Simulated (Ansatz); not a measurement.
## Structure relaxation, AlNi

The start is a relaxed AlNi cell with every coordinate shifted by Gaussian noise of σ = 0.3 Å. Cell shape, volume and atoms are optimised at zero target pressure with PBEsol (plane waves to 420 eV, PAW, scalar-relativistic; Ansatz, an electronic-structure program). First-step values are on the input's coarse k-mesh.

Ansatz input (later rounds restart from its end on a renewed k-mesh):
Ansatz 0.2 input:
```yaml
crystal:
  lattice:
    - [2.861831848, 0, 0]
    - [0, 2.861831848, 0]
    - [0, 0, 2.861831848]
  atoms:
    - { symbol: Al, position: [0.144418816, 0.0398708481, -0.0677513233] }
    - { symbol: Ni, position: [0.548869431, 0.4657466975, 0.697810281] }
basis: { ecutwfc: 420, ecutrho_ratio: 4, xc_grid: 2, fft_grid_basis: typed }
kpoints: { mp_grid: { grid: [11, 11, 11] } }
hamiltonian:
  xc: pbesol
  dispersion: none
  pseudopotentials: { azcp: { folder: ./paw }, kind: paw }
scf: { occupations: { method: fermi_dirac, width: 0.05 } }
relax: { f_tol: 0.01, max_steps: 100, cell: { stress_tol: 0.02 } }
output: { forces: true, stress: true }
```

- Energy released = about 1.4 eV/atom
- Relative to the parent = It relaxes back to the parent, Pm-3m (No. 221)
- Band gap at the end = zero (metallic)
- Optimiser moves = 8

The end point of the relaxation:

Space group Pm-3m (No. 221); a = b = c = 2.8618 Å, α = β = γ = 90.00°

| atom | site | symmetry | x | y | z |
|---|---|---|---|---|---|
| Al | 1b | m-3m | 0.5000 | 0.5000 | 0.5000 |
| Ni | 1a | m-3m | 0.0000 | 0.0000 | 0.0000 |

Final values are on a 16×16×16 k-mesh of the relaxed cell. The start holds a very short contact (Ni–Al 1.81 Å). No spin polarisation in the result. A magnetic state may lie lower.
